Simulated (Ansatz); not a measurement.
Structures of InSe$_{2}$: which is lowest?

Plane-wave DFT in Ansatz with scalar-relativistic PAW potentials, cutoff 500 eV, Γ-centred meshes chosen by cell and gap, Gaussian smearing with energies taken to zero width. Every cell was relaxed (cell and atoms) in a run of its own, within the symmetry of its start. Functional: r2SCAN.

Relaxed structures (starts from databases or built by putting these elements on another compound's sites):
A. P4_2/mnm, 6 atoms in the computed cell, a = 6.416 Å, c = 4.065 Å; sites (symmetry × multiplicity) In m.mm × 2, Se m.2m × 4; start: built
B. Fd-3m, 6 atoms in the computed cell, a = 8.458 Å; sites (symmetry × multiplicity) In -43m × 8, Se .-3m × 16; start: built

Rank them by energy. Could pressure change the order?

| structure | group | E − E(lowest) (meV/atom) | V (Å³/atom) | gap on mesh (eV) |
| --- | --- | --- | --- | --- |
| A | P4_2/mnm | 0.0 | 27.89 | 0.00 |
| B | Fd-3m | 461 | 25.21 | 0.00 |

A is lowest, 461 meV/atom under B. B is denser by 2.68 Å³/atom, so pressure favours it: ΔE/ΔV, with ΔE in eV and 1 eV/Å³ = 160.2 GPa, gives about 28 GPa for equal enthalpy if both cells were rigid; at such pressures compression changes ΔV much, so this is a scale only. Other structures may lie lower than all of these, and vibrations aren't counted.

Spin polarisation was left out, and a magnetic state may lie lower.